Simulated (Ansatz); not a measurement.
# Molecular dynamics of Gd2SeO2 in the Ce2O2S-type structure

The computed numbers are results of PBEsol, scalar-relativistic (collinear spin) in the plane-wave PAW code Ansatz at 420 eV, 2×2×2 k-mesh, Gaussian smearing of 0.05 eV; PAW files: Ansatz's generated set soft_2.

The start was a prototype's sites filled with these elements; the Crystallography Open Database holds the compound in this structure.

A 2×2×1 supercell of the relaxed crystal (20 atoms) starts from its ideal positions with Maxwell–Boltzmann velocities for 150 K; NVT with a Langevin thermostat, time step 1.5 fs.

```xyz
20
Lattice="7.703 0.000 0.000 -3.852 6.671 0.000 0.000 0.000 6.813" Properties=species:S:1:pos:R:3 pbc="T T T"
Gd    0.000    2.224    1.971
Gd    1.926    1.112    4.842
O     0.000    2.224    4.263
O     1.926    1.112    2.550
Se    0.000    0.000    6.813
Gd   -1.926    5.559    1.971
Gd    0.000    4.448    4.842
O    -1.926    5.559    4.263
O     0.000    4.448    2.550
Se   -1.926    3.336    6.813
Gd    3.852    2.224    1.971
Gd    5.778    1.112    4.842
O     3.852    2.224    4.263
O     5.778    1.112    2.550
Se    3.852    0.000    6.813
Gd    1.926    5.559    1.971
Gd    3.852    4.448    4.842
O     1.926    5.559    4.263
O     3.852    4.448    2.550
Se    1.926    3.336    6.813
```

Starting moments (μB, in the order of the atoms): 7.46, 7.46, 0.0, 0.0, 0.0, 7.46, 7.46, 0.0, 0.0, 0.0, 7.46, 7.46, 0.0, 0.0, 0.0, 7.46, 7.46, 0.0, 0.0, 0.0.

Task: How do temperature, potential energy and pressure develop over the first steps?

Result: Kinetic energy flows into the lattice: the temperature goes from 142 K to a minimum of 71 K at 22.5 fs and stands at 90 K after 45 fs, with the potential energy 13 meV/atom over the start. Starting from the bottom of their wells, the modes swing together and trade kinetic for potential energy, and the thermostat adds or takes energy besides: kinetic plus potential energy has changed by 6 meV/atom at the last step. On so few atoms its random kicks make the temperature jump from step to step. The run is far too short for thermal averages. The temperature counts 3N degrees of freedom, and the pressure holds the kinetic part.

| t (fs) | T (K) | E_pot − E_pot(0) (meV/atom) | P (GPa) | rms shift (Å) |
| --- | --- | --- | --- | --- |
| 0.0 | 142 | 0.0 | 0.21 | 0.000 |
| 4.5 | 133 | 1.0 | 0.20 | 0.014 |
| 9.0 | 116 | 3.4 | 0.24 | 0.027 |
| 13.5 | 98 | 6.5 | 0.28 | 0.037 |
| 18.0 | 77 | 9.3 | 0.32 | 0.045 |
| 22.5 | 71 | 11.5 | 0.36 | 0.052 |
| 27.0 | 74 | 12.0 | 0.38 | 0.055 |
| 31.5 | 77 | 11.8 | 0.37 | 0.056 |
| 36.0 | 89 | 11.3 | 0.35 | 0.057 |
| 40.5 | 88 | 11.7 | 0.33 | 0.058 |
| 45.0 | 90 | 12.8 | 0.30 | 0.059 |

Task: At t = 22.5 fs the atoms stand as follows. Give the forces (eV/Å).
```xyz
20
Lattice="7.703 0.000 0.000 -3.852 6.671 0.000 0.000 0.000 6.813" Properties=species:S:1:pos:R:3 pbc="T T T"
Gd   -0.025    2.228    1.992
Gd    1.943    1.116    4.856
O     0.055    2.237    4.326
O     1.914    1.077    2.528
Se    0.018    0.005    6.814
Gd   -1.917    5.605    1.971
Gd    0.022    4.446    4.844
O    -2.004    5.556    4.289
O    -0.077    4.445    2.637
Se   -1.934    3.301    6.745
Gd    3.888    2.199    1.956
Gd    5.767    1.111    4.851
O     3.867    2.237    4.287
O     5.818    1.060    2.556
Se    3.835   -0.005    6.793
Gd    1.925    5.560    1.971
Gd    3.856    4.463    4.844
O     1.890    5.545    4.258
O     3.805    4.469    2.548
Se    1.917    3.316    6.816
```

Result: 
```
atom     Fx     Fy     Fz
 Gd1   0.38   0.04   0.00
 Gd2  -0.19  -0.09  -0.10
  O3  -0.35  -0.26  -0.52
  O4   0.26   0.50   0.20
 Se5  -0.19   0.01   0.06
 Gd6  -0.48  -0.64   0.14
 Gd7  -0.42  -0.02   0.34
  O8   0.52   0.26  -0.16
  O9   0.31  -0.02  -0.84
Se10   0.04   0.16   0.70
Gd11  -0.41   0.42   0.17
Gd12   0.32  -0.13   0.07
 O13   0.02  -0.23  -0.47
 O14  -0.24   0.50   0.03
Se15   0.16  -0.01   0.25
Gd16  -0.03  -0.42   0.00
Gd17  -0.29  -0.06  -0.04
 O18   0.20   0.21   0.07
 O19   0.33  -0.31  -0.16
Se20   0.06   0.08   0.28
```

It ran for 7.5 min on 8 threads of Arm Neoverse V1 (shared host), peak memory 2.6 GiB.

These numbers lack spin–orbit coupling.
